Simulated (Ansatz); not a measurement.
The following input was run with Ansatz 0.2.0.

```yaml
crystal:
  lattice:
    - [3.1881999939, 0.0, 0.0]
    - [0.0, 5.1084658709, 0.0]
    - [0.0, 0.0, 25.1238946859]
  atoms:
    - { symbol: Mg, position: [0.0, 0.25, 0.2985205954] }
    - { symbol: Mg, position: [0.0, 0.75, 0.3717858334] }
    - { symbol: Mg, position: [0.5, 0.25, 0.4084184524] }
    - { symbol: Mg, position: [0.5, 0.75, 0.4816836905] }
    - { symbol: Mg, position: [0.0, 0.25, 0.5183163095] }
    - { symbol: Mg, position: [0.0, 0.75, 0.5915815476] }
    - { symbol: Mg, position: [0.5, 0.25, 0.6282141666] }
    - { symbol: Mg, position: [0.5, 0.75, 0.7014794046] }
basis:
  ecutwfc: 420
kpoints:
  mp_grid: { grid: [11, 7, 1] }
hamiltonian:
  xc: pbesol
scf:
  occupations: { method: gaussian, width: 0.1 }
output:
  forces: true
  stress: true
  eigenvalues: true
efield:
  axis: 3
  dipole_correction: true
```

It can be run as
```bash
ansatz run input.yaml --threads 1 --pin off --backend cpu --events-out ev --progress --plain --runs-dir out  # memory cap (--max-ram) not shown
```

These are results of Ansatz, DFT PBEsol, scalar-relativistic, plane waves, PAW, not measurements.

Abridged output:

```
Pseudopotentials: kind: paw
Pseudopotential: Mg, paw, valence charge 10, recommended cutoff 420 eV (normal)
Functional definition: PBEsol
Crystal: 8 atoms, lattice volume = 409.188 Å³
Basis set: ecut = 420 eV, 8009 PW (Γ), exchange–correlation on 48×72×360 points (8 copies of the dense FFT grid, shifted against one another)
Bands: 48, of which v1, the nominal top of the filled ones, is band 40 counted from 1 (39 counted from 0)
Symmetry: 4 space group operations
k-points: 24 of 77
Initial density: superposition of atomic densities (neutral atoms: chi_scale 0, normalization atom), corrected by the library's trained network
Initial wavefunctions: pseudopotential atomic-orbital guess
Functional: x = pbesol(κ = 0.804, μ = 0.12345679), c = pbesol(β = 0.046)
SCF iter   1: F=—  HF=-15294.414018 eV  |F-HF|=—  |Δ(HF+E_count)|=         —  Δρ=1.46e-3  dr2=1.41e-2  ethr=1.77e-3  p=0.000 e·Å  D=6.63e-14 V/Å  ΔV_dip= 0.00 eV  dr2_dipole=2.85e-11  V_vac-E_F(+/−)=3.67/3.67 eV  ⟨swp⟩=14.2  Hψ=5940  notcnv=0
efield: sawtooth ramp at fractional position 0.9500 (placed from the atoms, in the widest stretch of the axis that holds none; the zero of the levels goes with the place), width 0.1000; the density the first Hamiltonian is built on has a dipole p = 0.000 e·Å; the dipole correction subtracts the counter field D = 6.63e-14 V/Å, which shifts the + side's vacuum level by  0.00 eV against the − side's; the planar-averaged density in the ramp window peaks in size at 5.5e-5 e/Å³
SCF iter   2: F=—  HF=-15294.410775 eV  |F-HF|=—  |Δ(HF+E_count)|=   3.24e-3  Δρ=7.64e-4  dr2=1.02e-3  ethr=1.77e-5  p= 0.000 e·Å  D=-2.71e-7 V/Å  ΔV_dip=0.00 eV  dr2_dipole=6.69e-11  V_vac-E_F(+/−)=3.72/3.72 eV  ⟨swp⟩=2.1  Hψ=2319  notcnv=0  defer=14
SCF iter   3: F=—  HF=-15294.409814 eV  |F-HF|=—  |Δ(HF+E_count)|=   9.62e-4  Δρ=1.41e-4  dr2=1.04e-4  ethr=1.28e-6  p=0.000 e·Å  D=1.92e-8 V/Å  ΔV_dip= 0.00 eV  dr2_dipole=2.11e-12  V_vac-E_F(+/−)=3.72/3.72 eV  ⟨swp⟩=2.0  Hψ=2068  notcnv=0  defer=14
SCF iter   4: F=—  HF=-15294.409816 eV  |F-HF|=—  |Δ(HF+E_count)|=   2.57e-6  Δρ=3.08e-5  dr2=1.04e-5  ethr=1.30e-7  p=0.000 e·Å  D=5.69e-8 V/Å  ΔV_dip= 0.00 eV  dr2_dipole=2.69e-12  V_vac-E_F(+/−)=3.73/3.73 eV  ⟨swp⟩=2.0  Hψ=1831  notcnv=0  defer=14
SCF iter   5: F=—  HF=-15294.409770 eV  |F-HF|=—  |Δ(HF+E_count)|=   4.65e-5  Δρ=6.79e-6  dr2=5.96e-7  ethr=1.30e-8  p=0.000 e·Å  D=5.32e-9 V/Å  ΔV_dip= 0.00 eV  dr2_dipole=7.37e-13  V_vac-E_F(+/−)=3.74/3.74 eV  ⟨swp⟩=2.0  Hψ=1274  notcnv=0  defer=14
SCF iter   6: F=-15294.409770 eV  HF=-15294.409770 eV  |F-HF|=4.31e-10  |Δ(HF+E_count)|=   1.93e-7  Δρ=2.09e-6  dr2=5.23e-8  ethr=1.25e-10  p=0.000 e·Å  D=3.28e-9 V/Å  ΔV_dip= 0.00 eV  dr2_dipole=7.82e-14  V_vac-E_F(+/−)=3.74/3.74 eV  ⟨swp⟩=14.6  Hψ=5352  notcnv=0
SCF 1 converged in 6 iterations: F = -15294.409770 eV  dr2 = 5.23e-8
SCF converged after 6 iterations
Free energy (F): -15294.409770 eV
Harris-Foulkes:  -15294.409770 eV  (|F-HF|=4.31e-10)
Internal energy: -15294.387544 eV  (E = F + TS)
E sigma→0 (E₀):  -15294.398657 eV
Entropy (-TS):   -0.022226 eV (-2.778 meV/atom)
Fermi energy:    0.508902 eV
Dipole field:    D = 0.000000 V/Å  (p = 0.000001 e·Å, saw-weighted, corrected)
Work function:   Φ+ = 3.7387 eV   Φ− = 3.7387 eV
Levels:          The Fermi level and band energies are counted from a zero that moves with the ramp; work functions are not
--- Per-component energies (eV) ---
  E_band       = -3259.411287
  E_kinetic    = 595.706447
  E_local      = -58914.509634  (includes V_loc(G=0)·N_el)
  E_nonlocal   = 772.227103
  E_hartree    = 27396.336301
  E_xc         = -221.635123
  E_vxc        = -287.295261  (∫ρ·V_xc dr)
  E_paw        = -2251.686978  (= ΣΔE_a)
  E_vpaw       = -218.219288  (= ΣTr[D̂ρ^β])
  E_aug_tail   = -0.000019  (compensation charges beyond the density's cutoff)
  E_efield     = 0.000000  (sawtooth field / dipole correction)
  E_vefield    = 0.000000  (∫n·V_field dr)
  E_ewald      = 17328.703460
  E_core_change = 0.470898  (= ΣΔE_core)
  E_smearing   = -0.022226  (= −TS)
--- Forces (eV/Å), atoms counted from 1 ---
  atom   1  Mg     0.00000000     0.00000000     0.03909054
  atom   2  Mg     0.00000000     0.00000000    -0.08553641
  atom   3  Mg     0.00000000     0.00000000    -0.05763034
  atom   4  Mg     0.00000000     0.00000000     0.01014240
  atom   5  Mg     0.00000000     0.00000000    -0.01014280
  atom   6  Mg     0.00000000     0.00000000     0.05763046
  atom   7  Mg     0.00000000     0.00000000     0.08553674
  atom   8  Mg     0.00000000     0.00000000    -0.03909058
--- Stress (GPa, compression-positive) ---
       -1.227369       0.000000       0.000000
        0.000000      -0.354643       0.000000
        0.000000       0.000000       0.161183
  P = ⅓ Tr σ = -0.4736 GPa (-4.736 kbar)
--- Band table (eV; the first three rows and the last of 24) ---
  k-point 0: bands = ["-75.5371", "-75.5371", "-75.2117", "-75.2117", "-75.0799", "-75.0775", "-75.0642", "-75.0641", "-42.4941", "-42.4941", "-42.4895", "-42.4895", "-42.4482", "-42.4482", "-42.1681", "-42.1681", "-42.1475", "-42.1475", "-42.1372", "-42.1372", "-42.0362", "-42.0272", "-42.0237", "-42.0128", "-42.0124", "-42.0076", "-42.0047", "-42.0041", "-42.0008", "-41.9995", "-41.9983", "-41.9980", "-6.1956", "-5.3836", "-4.1546", "-2.7064", "-1.2420", "-0.8444", "-0.2794", "-0.0917", "0.2434", "0.6163", "1.0981", "1.9054", "1.9486", "2.6576", "3.3800", "3.5594"]
  k-point 1: bands = ["-75.5371", "-75.5371", "-75.2117", "-75.2117", "-75.0798", "-75.0776", "-75.0642", "-75.0641", "-42.4941", "-42.4941", "-42.4895", "-42.4895", "-42.4482", "-42.4482", "-42.1682", "-42.1681", "-42.1473", "-42.1473", "-42.1372", "-42.1372", "-42.0356", "-42.0264", "-42.0248", "-42.0128", "-42.0120", "-42.0072", "-42.0051", "-42.0044", "-42.0007", "-42.0001", "-41.9983", "-41.9981", "-6.0779", "-5.2680", "-4.0456", "-2.6282", "-2.0218", "-1.4026", "-0.9308", "0.0488", "0.3101", "1.1296", "1.3519", "1.9055", "2.2862", "3.1072", "3.2411", "3.6834"]
  k-point 2: bands = ["-75.5371", "-75.5371", "-75.2117", "-75.2117", "-75.0795", "-75.0780", "-75.0642", "-75.0641", "-42.4941", "-42.4941", "-42.4895", "-42.4895", "-42.4482", "-42.4482", "-42.1682", "-42.1682", "-42.1470", "-42.1470", "-42.1372", "-42.1372", "-42.0341", "-42.0273", "-42.0242", "-42.0137", "-42.0110", "-42.0064", "-42.0062", "-42.0050", "-42.0014", "-42.0008", "-41.9983", "-41.9982", "-5.7258", "-4.9242", "-3.7332", "-3.3049", "-2.4678", "-2.3392", "-1.0549", "-0.8005", "0.3518", "0.4655", "2.1929", "2.2842", "2.9558", "3.5638", "3.8615", "3.9556"]
  k-point 23: bands = ["-75.5362", "-75.5362", "-75.2108", "-75.2108", "-75.0778", "-75.0777", "-75.0632", "-75.0632", "-42.4927", "-42.4927", "-42.4881", "-42.4881", "-42.4642", "-42.4642", "-42.1665", "-42.1665", "-42.1542", "-42.1542", "-42.1455", "-42.1455", "-42.0335", "-42.0332", "-42.0243", "-42.0240", "-42.0147", "-42.0142", "-42.0132", "-42.0132", "-42.0052", "-42.0051", "-42.0001", "-42.0000", "-2.1714", "-1.4852", "-1.3245", "-0.9110", "-0.7818", "-0.3179", "-0.0888", "0.1879", "0.3924", "0.7104", "1.1655", "1.6075", "1.7519", "2.0807", "2.6716", "3.0881"]
```

The run converged.